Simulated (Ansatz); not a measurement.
Simulated powder pattern, Co Kα, λ = 1.79026 Å (kinematic, ideal powder, no thermal factors, no anomalous dispersion; the 30 strongest lines at most, above 1 %, up to 2θ = 90°):

| 2θ (°) | d (Å) | I/Imax (%) |
|---|---|---|
| 45.44 | 2.318 | 100 |
| 52.97 | 2.007 | 48 |
| 78.20 | 1.419 | 31 |

The pattern belongs to a structure relaxed with DFT-PBEsol in the program Ansatz with PAW potentials.

The compound is Al.

**Question.** Give the crystal system and the lattice parameters.

**Answer.** cubic, Fm-3m; a = 4.014 Å.

The PBEsol relaxation kept the symmetry of its start.

Potentials: the later of the program's two PAW sets.
